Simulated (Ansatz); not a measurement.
Space group R-3m:H (No. 166). a = 2.966 Å, b = 2.966 Å, c = 18.454 Å, α = 90.00°, β = 90.00°, γ = 120.00°
```
atom site symmetry x y z
  Cr    3b       -3m  0.6667  0.3333  0.8333
  Ag    3a       -3m  0.0000  0.0000  0.0000
   O    6c        3m  0.3333  0.6667  0.7800
```

Equation of state of this CrAgO2 structure (not necessarily the ground state), with shape and atoms relaxed at each volume where symmetry leaves them free. All numbers below come from Ansatz, DFT PBEsol, scalar-relativistic, plane waves, PAW.

Cutoff 420 eV; k points 12×12×12 on the computed 4-atom cell (Γ-centred); Gaussian smearing, width 0.02 eV; collinear spin.

```
V (Å³/atom) E − E(largest V) (meV/atom) P (GPa) gap on mesh (eV)
     11.016                         4.61    11.43              0.22
     11.368                       -13.51     5.25              0.27
     11.719                       -19.11     0.00              0.30
     12.071                       -14.07    -4.48              0.32
     12.422                         0.00    -8.27              0.32
```

Problem. Fit a third-order Birch–Murnaghan equation to E(V).

Solution. V0 = 11.72 Å³/atom, B0 = 161 GPa, B0' = 4.4.

The cell holds one magnetic atom, so it can only be ferromagnetic; an antiferromagnetic order may lie lower.

Cost: 5 runs of about 5.1 core-minutes in all, on Intel Xeon 6975P-C (Granite Rapids) (shared hosts).